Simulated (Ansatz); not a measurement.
## Equation of state of Bi2Se3 from a dense series

```xyz
5
Lattice="2.0715 1.1960 9.5453 -2.0715 1.1960 9.5453 0.0000 -2.3920 9.5453" Properties=species:S:1:pos:R:3 pbc="T T T"
Bi    0.0000    0.0000   11.4773
Bi    0.0000    0.0000   17.1587
Se    0.0000    0.0000    0.0000
Se    0.0000    0.0000    6.0622
Se    0.0000    0.0000   22.5738
```

Atom numbers follow the list: Bi1, Bi2, Se3, Se4, Se5.

The cell is COD entry 9011965, as deposited and not checked against the literature; nothing was relaxed.

No spin–orbit coupling, which matters for the heavy atoms here.

Computed with DFT, PBEsol, all-electron LAPW, scalar-relativistic (Ansatz 0.2.0).

Sampling and basis: a Γ-centred 6×6×6 k mesh, Fermi–Dirac smearing of 0.03 eV, basis error target 0.5 meV/atom, no spin polarisation.

The cell is scaled evenly. Fractional coordinates are held (clamped ions).

```tsv
V (Å³/atom)	P (GPa)
27.243	2.46
27.810	0.99
28.094	0.31
28.378	-0.33
28.662	-0.94
28.946	-1.51
29.513	-2.57
30.081	-3.52
```

Q: Fit a third-order Birch–Murnaghan curve to the pressures.

A: P = (3B0/2)(y^(7/2) − y^(5/2))[1 + (3/4)(B0′ − 4)(y − 1)] with y = (V0/V)^(2/3) fits within 0.01 GPa for V0 = 28.230 Å³/atom, B0 = 63.9 GPa and B0′ = 4.47.

Q: Predict the pressure at the withheld volume, 26.675 Å³/atom.

A: There y = 1.0385, so the fit gives 4.11 GPa; the run gave 4.10 GPa.
